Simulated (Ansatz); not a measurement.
MoS2:
```
MoS2
1.0
    3.17222     0.00000     0.00000
   -1.58611     2.74722     0.00000
    0.00000     0.00000     6.86884
Mo S
1 2
Direct
  0.00000   0.00000   0.00000
  0.33333   0.66667   0.22629
  0.33333   0.66667   0.77371
```

Relaxed with r²SCAN+D4. Special points in fractions of this cell's reciprocal vectors: Γ (0.000, 0.000, 0.000); M (0.500, 0.000, 0.000); K (0.333, 0.333, 0.000); A (0.000, 0.000, 0.500); L (0.500, 0.000, 0.500); H (0.333, 0.333, 0.500).

Problem. List the band energies nearest the valence-band maximum at these points for DFT-r²SCAN+D4 with spin–orbit coupling in the program Ansatz with PAW potentials.

Solution. In eV from the valence-band maximum; about four levels below and three above (degenerate sets whole), none deeper than 8.9 eV; points with the same levels are listed once.

```
k                    below                above
-  -----------------------  -------------------
Γ  -1.71 -1.71 -0.74 -0.74  2.52 2.52 2.60 2.60
M  -1.54 -1.54 -1.21 -1.21  1.97 1.97 2.44 2.44
K  -2.46 -2.44 -0.55 -0.40       1.35 1.35 3.04
A    -2.03 -2.03 0.00 0.00  2.48 2.48 2.56 2.56
L  -1.50 -1.50 -0.93 -0.93  1.99 1.99 2.57 2.57
H  -3.00 -2.98 -0.50 -0.35       1.35 1.36 2.63
```

Space group P-6m2. The workflow started from a Materials Project entry (that database holds measured and hypothetical structures alike); the Crystallography Open Database copy checked does not list it. It is not the phase usual at ambient conditions (space group No. 160, 194). The cell keeps a stress of up to 0.2 GPa. The cell was relaxed with r²SCAN+D4 under the symmetry of its start; its stability against distortions is not shown here. The run is not spin-polarised.

Potentials: the later of the program's two PAW sets.
